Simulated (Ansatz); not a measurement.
This is a relaxation of cell and atoms with Ansatz 0.2.0 on Zn₂AsP₃ in the borrowed Li2HfO3 type (No. 12); the level of theory is PBEsol. It starts from a supercell of the PBEsol minimum, slightly strained and with each coordinate displaced at random by about 0.1 Å.

```yaml
crystal:
  lattice:
    - [5.3740572528, -2.52648728, 0.0118535782]
    - [5.3762220196, 2.5310591949, 0.0107423885]
    - [-0.1455860484, -0.0017676751, 7.9298028598]
  atoms:
    - { symbol: Zn, position: [0.6286167714, 0.6523399727, 0.2612588897] }
    - { symbol: Zn, position: [0.3845862218, 0.3710045854, 0.2755137979] }
    - { symbol: As, position: [0.0169806181, -0.0408105601, 0.0016227915] }
    - { symbol: P, position: [0.8596577894, 0.8155544993, 0.2675742234] }
    - { symbol: P, position: [0.5456013462, 0.4781795178, 0.0054043946] }
    - { symbol: P, position: [0.1435259674, 0.1207530624, 0.2491536829] }
    - { symbol: Zn, position: [0.6421042572, 0.6477346013, 0.7538235266] }
    - { symbol: Zn, position: [0.3377969772, 0.3473261067, 0.7482402306] }
    - { symbol: As, position: [-0.0116649496, 0.0097045243, 0.4925219431] }
    - { symbol: P, position: [0.8654287942, 0.849165206, 0.7404611732] }
    - { symbol: P, position: [0.4985305635, 0.5268187163, 0.4932227816] }
    - { symbol: P, position: [0.1863042838, 0.1265931556, 0.7281050673] }
kpoints:
  mp_grid: { grid: [4, 4, 2] }
hamiltonian:
  xc: pbesol
scf:
  occupations: { method: fermi_dirac, width: 0.05 }
relax:
  f_tol: 0.01
  cell: {}
  max_steps: 120
```

Of the 22 recorded frames of the trajectory, 13 are shown, each with fractional positions and then forces in eV/Å along x, y and z. The last, and any step after a large change of cell, is solved on a basis re-selected at its cell; pressure is positive in compression.

Step 1: energy 0.0 meV/atom from step 1, largest force component 4.466 eV/Å, pressure +2.89 GPa; a = 5.938 Å, b = 5.942 Å, c = 7.931 Å, α = 90.85°, β = 90.83°, γ = 50.39°
```
Zn 0.6286 0.6523 0.2613    -1.513  -0.200  -0.494
Zn 0.3846 0.3710 0.2755    -1.327  -0.195  -1.112
As 0.0170 0.9592 0.0016    -0.429   0.396   0.272
P  0.8597 0.8156 0.2676     2.280  -0.013  -0.777
P  0.5456 0.4782 0.0054    -0.218   0.012  -0.420
P  0.1435 0.1208 0.2492     1.095   0.340  -0.013
Zn 0.6421 0.6477 0.7538    -0.839  -0.559   0.159
Zn 0.3378 0.3473 0.7482     4.466   0.191   0.279
As 0.9883 0.0097 0.4925     0.075  -0.064   0.274
P  0.8654 0.8492 0.7405     0.164   0.053   0.123
P  0.4985 0.5268 0.4932     0.081  -0.238   1.564
P  0.1863 0.1266 0.7281    -3.834   0.275   0.144
```

Step 2: energy -102.7 meV/atom from step 1, largest force component 1.297 eV/Å, pressure +1.16 GPa; a = 5.965 Å, b = 5.957 Å, c = 7.776 Å, α = 90.08°, β = 89.86°, γ = 50.39°
```
Zn 0.6328 0.6487 0.2548    -0.693  -0.176  -0.282
Zn 0.3841 0.3570 0.2674    -0.710  -0.068  -0.528
As 0.9958 0.9766 0.0061     0.067   0.536   0.071
P  0.8709 0.8215 0.2536     0.820   0.078  -0.137
P  0.5250 0.4864 0.0026    -0.288  -0.424  -0.168
P  0.1533 0.1332 0.2465     0.534   0.229  -0.054
Zn 0.6377 0.6394 0.7551    -0.308  -0.357  -0.025
Zn 0.3507 0.3606 0.7526     1.297  -0.088  -0.010
As 0.0042 0.9994 0.4942     0.244   0.045   0.350
P  0.8601 0.8469 0.7451    -0.038   0.055  -0.029
P  0.5081 0.5068 0.4950     0.038  -0.173   0.834
P  0.1748 0.1277 0.7440    -0.963   0.342  -0.023
```

Step 3: energy -137.6 meV/atom from step 1, largest force component 0.770 eV/Å, pressure +0.95 GPa; a = 6.027 Å, b = 5.991 Å, c = 7.649 Å, α = 90.07°, β = 90.16°, γ = 50.70°
```
Zn 0.6338 0.6386 0.2457    -0.085   0.102  -0.127
Zn 0.3723 0.3514 0.2623     0.307   0.160  -0.035
As 0.9577 0.0172 0.0080     0.039  -0.770  -0.130
P  0.8674 0.8350 0.2523     0.006  -0.132   0.115
P  0.5249 0.4589 0.9999     0.093   0.667   0.119
P  0.1571 0.1442 0.2437    -0.447  -0.133   0.008
Zn 0.6411 0.6285 0.7602     0.072   0.089   0.060
Zn 0.3711 0.3609 0.7435    -0.075   0.127  -0.056
As 0.0081 0.0174 0.5052     0.088   0.489   0.035
P  0.8646 0.8372 0.7428     0.109  -0.121   0.057
P  0.5317 0.4806 0.4999     0.035  -0.428  -0.087
P  0.1677 0.1345 0.7532    -0.142  -0.049   0.043
```

Step 4: energy -144.2 meV/atom from step 1, largest force component 0.311 eV/Å, pressure -0.25 GPa; a = 6.018 Å, b = 5.993 Å, c = 7.726 Å, α = 90.06°, β = 90.21°, γ = 50.92°
```
Zn 0.6327 0.6374 0.2438    -0.009   0.065  -0.073
Zn 0.3718 0.3541 0.2611     0.088   0.102  -0.040
As 0.9703 0.0051 0.0066    -0.101   0.098   0.001
P  0.8695 0.8329 0.2547    -0.005  -0.060  -0.047
P  0.5238 0.4620 0.9992    -0.001  -0.095   0.060
P  0.1559 0.1379 0.2443    -0.012  -0.120   0.052
Zn 0.6397 0.6320 0.7601     0.007   0.081   0.028
Zn 0.3682 0.3620 0.7426     0.064   0.077  -0.049
As 0.9990 0.0283 0.5074     0.006   0.311  -0.054
P  0.8673 0.8380 0.7440     0.021  -0.076   0.028
P  0.5347 0.4798 0.4992    -0.036  -0.310   0.031
P  0.1647 0.1348 0.7538    -0.021  -0.074   0.063
```

Step 5: energy -146.0 meV/atom from step 1, largest force component 0.209 eV/Å, pressure -0.52 GPa; a = 6.024 Å, b = 5.995 Å, c = 7.685 Å, α = 89.95°, β = 90.07°, γ = 51.80°
```
Zn 0.6266 0.6432 0.2368    -0.027   0.036  -0.004
Zn 0.3639 0.3656 0.2662     0.045   0.063  -0.034
As 0.9583 0.0024 0.0045     0.066  -0.049   0.008
P  0.8752 0.8259 0.2572     0.080  -0.024   0.026
P  0.5251 0.4518 0.9999    -0.027   0.002   0.056
P  0.1674 0.1304 0.2451    -0.209  -0.038  -0.078
Zn 0.6311 0.6392 0.7657    -0.006   0.055  -0.031
Zn 0.3611 0.3708 0.7374     0.031   0.054  -0.025
As 0.9974 0.0398 0.5053     0.023   0.096  -0.039
P  0.8733 0.8294 0.7438     0.143  -0.038  -0.024
P  0.5457 0.4776 0.4997     0.033  -0.131   0.042
P  0.1725 0.1283 0.7553    -0.153  -0.025   0.105
```

Step 6: energy -146.8 meV/atom from step 1, largest force component 0.249 eV/Å, pressure +0.11 GPa; a = 5.997 Å, b = 5.974 Å, c = 7.671 Å, α = 89.83°, β = 90.05°, γ = 52.04°
```
Zn 0.6268 0.6421 0.2337     0.003   0.018   0.027
Zn 0.3582 0.3705 0.2673     0.036   0.013  -0.018
As 0.9567 0.9998 0.0042     0.035  -0.048  -0.006
P  0.8755 0.8276 0.2604    -0.039  -0.037   0.021
P  0.5249 0.4474 0.9998     0.005   0.080   0.040
P  0.1701 0.1239 0.2411    -0.023  -0.010   0.017
Zn 0.6284 0.6438 0.7674    -0.016   0.031  -0.036
Zn 0.3579 0.3732 0.7347    -0.009   0.015   0.009
As 0.9983 0.0463 0.5050    -0.023  -0.221  -0.051
P  0.8771 0.8303 0.7419    -0.037  -0.045  -0.012
P  0.5538 0.4730 0.5003     0.016   0.249   0.001
P  0.1698 0.1265 0.7610     0.052  -0.043   0.009
```

Step 16: energy -232.1 meV/atom from step 1, largest force component 0.035 eV/Å, pressure 0.00 GPa; a = 6.269 Å, b = 6.260 Å, c = 6.675 Å, α = 90.02°, β = 89.91°, γ = 57.92°
```
Zn 0.5889 0.6992 0.2520     0.007   0.026  -0.006
Zn 0.3013 0.4112 0.2520    -0.010   0.025  -0.015
As 0.9563 0.0427 0.0010    -0.003  -0.006  -0.007
P  0.9106 0.7831 0.2516     0.022  -0.014   0.035
P  0.5733 0.4272 0.0015     0.008  -0.011   0.009
P  0.2166 0.0899 0.2494    -0.022  -0.024   0.014
Zn 0.5896 0.6984 0.7509     0.008   0.025   0.002
Zn 0.3023 0.4103 0.7532    -0.012   0.027  -0.016
As 0.9572 0.0443 0.5014    -0.016  -0.033  -0.029
P  0.9115 0.7820 0.7499     0.024   0.006   0.006
P  0.5723 0.4270 0.5013     0.014  -0.015   0.013
P  0.2176 0.0891 0.7527    -0.020  -0.006  -0.005
```

Step 17: energy -232.3 meV/atom from step 1, largest force component 0.010 eV/Å, pressure -0.01 GPa; a = 6.255 Å, b = 6.263 Å, c = 6.667 Å, α = 89.92°, β = 90.02°, γ = 58.26°
```
Zn 0.5885 0.6995 0.2514    -0.002   0.003   0.000
Zn 0.3003 0.4117 0.2511     0.003   0.000   0.003
As 0.9561 0.0430 0.0014     0.008  -0.002   0.008
P  0.9117 0.7822 0.2529    -0.007   0.000  -0.006
P  0.5740 0.4266 0.0012    -0.006  -0.001   0.010
P  0.2183 0.0883 0.2501     0.004   0.003  -0.003
Zn 0.5885 0.6999 0.7510    -0.007   0.005  -0.001
Zn 0.2999 0.4117 0.7520     0.010   0.002  -0.007
As 0.9571 0.0441 0.5013     0.006   0.001   0.004
P  0.9115 0.7825 0.7504    -0.004  -0.008  -0.006
P  0.5737 0.4264 0.5016    -0.005   0.001  -0.001
P  0.2180 0.0885 0.7525     0.002  -0.004   0.000
```

Step 18: energy -232.3 meV/atom from step 1, largest force component 0.005 eV/Å, pressure 0.00 GPa; a = 6.260 Å, b = 6.259 Å, c = 6.666 Å, α = 89.98°, β = 89.99°, γ = 58.22°
```
Zn 0.5884 0.6997 0.2516     0.001   0.001  -0.001
Zn 0.3003 0.4118 0.2514     0.001  -0.001  -0.001
As 0.9562 0.0429 0.0014    -0.001   0.000  -0.002
P  0.9115 0.7822 0.2527     0.001   0.001  -0.001
P  0.5739 0.4265 0.0014    -0.003   0.000   0.003
P  0.2180 0.0887 0.2500    -0.001   0.000   0.002
Zn 0.5885 0.6998 0.7511    -0.001   0.001   0.001
Zn 0.3002 0.4117 0.7519     0.004  -0.001  -0.005
As 0.9573 0.0439 0.5013    -0.001   0.000   0.002
P  0.9115 0.7823 0.7502     0.000   0.001  -0.002
P  0.5737 0.4263 0.5015     0.001   0.000   0.002
P  0.2179 0.0886 0.7525     0.000   0.000   0.003
```

Step 19: energy -242.0 meV/atom from step 1, largest force component 0.011 eV/Å, pressure +0.68 GPa; a = 6.260 Å, b = 6.259 Å, c = 6.666 Å, α = 89.98°, β = 89.99°, γ = 58.22°
```
Zn 0.5884 0.6997 0.2516     0.001  -0.009  -0.001
Zn 0.3003 0.4118 0.2514     0.001  -0.011  -0.001
As 0.9562 0.0429 0.0014    -0.001  -0.009  -0.002
P  0.9115 0.7822 0.2527    -0.003   0.009  -0.001
P  0.5739 0.4265 0.0014    -0.003   0.010   0.003
P  0.2180 0.0887 0.2500     0.003   0.008   0.002
Zn 0.5885 0.6998 0.7511    -0.001  -0.009   0.001
Zn 0.3002 0.4117 0.7519     0.004  -0.011  -0.005
As 0.9573 0.0439 0.5013    -0.001  -0.008   0.002
P  0.9115 0.7823 0.7502    -0.004   0.009  -0.002
P  0.5737 0.4263 0.5015     0.000   0.011   0.002
P  0.2179 0.0886 0.7525     0.004   0.008   0.003
```

Step 20: energy -243.5 meV/atom from step 1, largest force component 0.011 eV/Å, pressure +0.13 GPa; a = 6.267 Å, b = 6.266 Å, c = 6.655 Å, α = 89.97°, β = 89.97°, γ = 58.92°
```
Zn 0.5870 0.7015 0.2511    -0.004  -0.004   0.002
Zn 0.2985 0.4132 0.2513     0.007  -0.007   0.003
As 0.9553 0.0438 0.0016     0.001   0.006  -0.003
P  0.9129 0.7806 0.2529    -0.008   0.004  -0.001
P  0.5749 0.4252 0.0013    -0.004  -0.003   0.000
P  0.2197 0.0872 0.2502     0.008   0.004   0.000
Zn 0.5872 0.7016 0.7511    -0.007  -0.004   0.001
Zn 0.2984 0.4131 0.7514     0.011  -0.007   0.000
As 0.9562 0.0450 0.5016    -0.001   0.005  -0.002
P  0.9130 0.7806 0.7504    -0.009   0.004   0.000
P  0.5749 0.4254 0.5014    -0.002  -0.002  -0.002
P  0.2196 0.0871 0.7526     0.008   0.004   0.003
```

Step 21: energy -243.5 meV/atom from step 1, largest force component 0.007 eV/Å, pressure +0.04 GPa; a = 6.263 Å, b = 6.263 Å, c = 6.655 Å, α = 89.99°, β = 89.99°, γ = 59.19°
```
Zn 0.5863 0.7019 0.2512     0.001   0.003   0.001
Zn 0.2983 0.4138 0.2514    -0.002   0.003   0.001
As 0.9548 0.0443 0.0015     0.001   0.001   0.000
P  0.9133 0.7799 0.2527     0.001   0.000   0.001
P  0.5751 0.4248 0.0014     0.001  -0.006  -0.001
P  0.2203 0.0869 0.2502    -0.002   0.000  -0.001
Zn 0.5864 0.7018 0.7513     0.000   0.003   0.002
Zn 0.2983 0.4138 0.7513    -0.001   0.003   0.000
As 0.9558 0.0454 0.5015    -0.001   0.000  -0.001
P  0.9133 0.7799 0.7502     0.000   0.000   0.000
P  0.5752 0.4250 0.5014     0.003  -0.007   0.001
P  0.2203 0.0869 0.7527    -0.001   0.000   0.000
```

Step 22: energy -243.6 meV/atom from step 1, largest force component 0.007 eV/Å, pressure +0.03 GPa; a = 6.263 Å, b = 6.263 Å, c = 6.655 Å, α = 89.99°, β = 89.99°, γ = 59.19°
```
Zn 0.5863 0.7019 0.2512     0.001   0.003   0.001
Zn 0.2983 0.4138 0.2514    -0.002   0.003   0.001
As 0.9548 0.0443 0.0015     0.001   0.001   0.000
P  0.9133 0.7799 0.2527     0.001   0.000   0.001
P  0.5751 0.4248 0.0014     0.001  -0.006  -0.001
P  0.2203 0.0869 0.2502    -0.002   0.000  -0.001
Zn 0.5864 0.7018 0.7513     0.000   0.003   0.002
Zn 0.2983 0.4138 0.7513    -0.001   0.003   0.000
As 0.9558 0.0454 0.5015    -0.001   0.000  -0.001
P  0.9133 0.7799 0.7502     0.000   0.000   0.000
P  0.5752 0.4250 0.5014     0.003  -0.007   0.001
P  0.2203 0.0869 0.7527    -0.001   0.000   0.000
```

The walk took 20 steps and changed the volume by +4.0 %. The last SCF, on a fresh basis, lies 244 meV an atom below the first. At the end: space group Ama2 (No. 40), orthorhombic; conventional cell a = 6.655 Å, b = 10.892 Å, c = 6.186 Å, 18.68 Å³ an atom. Zn is surrounded by 4 P at 2.33–2.43 Å; As is surrounded by 5 P at 2.35–2.46 Å; P is surrounded by 2 Zn at 2.33–2.34 Å and 2 As at 2.46 Å; P is surrounded by 1 As at 2.35 Å and 4 Zn at 2.43 Å.

**Question.** What wall time did it need on 1 × NVIDIA H100 80GB HBM3 with 2 threads of AMD EPYC 7R13 Processor (Zen 3) (shared host), load about 1.5 per core, and how much host memory at the peak?

**Answer.** About 78 s, with a peak of 1.2 GiB.

Note: simulated data, non-magnetic, for a generated structure that need not be the stable one.

Where bands overlap the cell is a metal at that level, and these k meshes limit energies, forces and stress. Overlaps of a few tenths of an eV in semilocal functionals can be an artefact that a hybrid or GW lifts.
